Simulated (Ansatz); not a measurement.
The elements of this relaxed trial crystal are hidden behind letters.

```
lattice vectors (Å)
   3.7738    0.0000    0.0000
   0.0000    3.7738    0.0000
   0.0000    0.0000    5.3540
fractional positions
X 0.5000 0.0000 0.2428
X 0.0000 0.5000 0.7572
X 0.5000 0.0000 0.7572
X 0.0000 0.5000 0.2428
Z 0.0000 0.0000 0.0000
```

Level of theory: Ansatz, DFT PBE, scalar-relativistic, plane waves, PAW. Settings of the last relaxation (5-atom cell): 420 eV, 10×10×8 k points, Gaussian smearing of 0.10 eV, no spin polarisation.

```
Space group                                : P4/mmm (No. 123)
Conventional cell                          : a = 3.774 Å, c = 5.354 Å
Volume per atom                            : 15.25 Å³
Density                                    : 1.02 g/cm³
Formation energy                           : −0.84 eV/atom
Gap on the 10×10×8 mesh of the 5-atom cell : 0 eV (a metal)
```

Energies are uncorrected and count from the elements' standard states at the same level.

Question: X is an s-block element of period 2 and Z is a p-block element of period 2. Which elements are they?

Answer: X = Li, Z = F, so the formula is Li4F. Density times volume gives a mean mass of 1.02 × 15.25/1.6605 = 9.4 u per atom, and this set has 9.4 u. Li has 2 F at 2.29 Å and 6 Li at 2.60–2.75 Å; F is surrounded by 8 Li at 2.29 Å. Other sets within the hints have nearly the same mass, so mass alone doesn't settle it; this one was computed.

A structure relaxed within its symmetry needn't be a true minimum.
